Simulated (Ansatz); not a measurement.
Input and command of a plane-wave DFT calculation in Ansatz:

```yaml
crystal:
  lattice:
    - [3.388882648, 0.0, 0.0]
    - [-1.694441324, 2.9348584636, 0.0]
    - [0.0, 0.0, 5.1589827706]
  atoms:
    - { symbol: Mg, position: [0.3333333333, 0.6666666667, 0.25] }
    - { symbol: Mg, position: [0.6666666667, 0.3333333333, 0.75] }
    - { symbol: H, position: [0.3333333333, 0.6666666667, 0.75] }
    - { symbol: H, position: [0.6666666667, 0.3333333333, 0.25] }
basis:
  ecutwfc: 420
kpoints:
  mp_grid: { grid: [12, 12, 8] }
hamiltonian:
  xc: pbe
scf:
  occupations: { method: gaussian, width: 0.1 }
output:
  forces: true
  stress: true
  eigenvalues: true
relax:
  adjacent_minimum: "off"
  f_tol: 0.025
  max_steps: 70
  cell: { stress_tol: 0.12 }
```

```bash
ansatz run input.yaml --threads 2 --pin off --max-ram 5120MiB --backend cpu --events-out ev --progress --plain --runs-dir out
```

Processor: Arm Neoverse V1, 2 threads, on a host shared with other jobs.

Q: Estimate time, memory and problem size.

A: About 12 s on 2 threads of Arm Neoverse V1, on a shared host, peak memory 0.35 GiB. It solves 15 bands at 95 k points (the mesh reduced by the symmetry that the task leaves, which can be less than the crystal's) with about 981 plane waves (on the last cell), in 32 SCF iterations over 7 ionic steps.